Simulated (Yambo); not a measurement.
G0W0@PBEsol for WO3 (space group P6/mmm, No. 191) in Yambo. Reference settings: 3×3×4 Γ-centred k mesh, bands 4 to 210 and a 6 Ry block in the screening, 210 bands in G with the Bruneval-Gonze terminator, plasmon pole fitted at 27.2 eV. The PBEsol gap A → Γ on this mesh is 0.62 eV; G0W0 gaps are taken between the same points.

```csv
change from the reference,G0W0 gap A → Γ (eV),shift of the valence edge (eV)
reference settings,1.59,-0.05
"145 bands in W, 145 bands in G",1.65,0.03
96 bands in G,1.64,0.00
no random integration,1.57,0.08
5 Ry block,1.61,-0.05
"145 bands in G, no terminator",1.68,0.36
112 bands in W,1.71,0.03
"96 bands in W, 96 bands in G",[?],0.09
```

### Question
Estimate the withheld gaps from the other rows; the computed values follow.

### Answer

- 96 bands in W, 96 bands in G, G0W0 gap A → Γ (eV): 1.79

The reference isn't shown to be the converged limit.

Spin-orbit coupling is not included.

Geometry of the Materials Project entry, not relaxed at this level; primitive cell a = 7.4029 Å, b = 7.4029 Å, c = 3.8064 Å, α = 90.00°, β = 90.00°, γ = 120.00°.

A shift is the quasiparticle energy of the state minus its PBEsol energy.
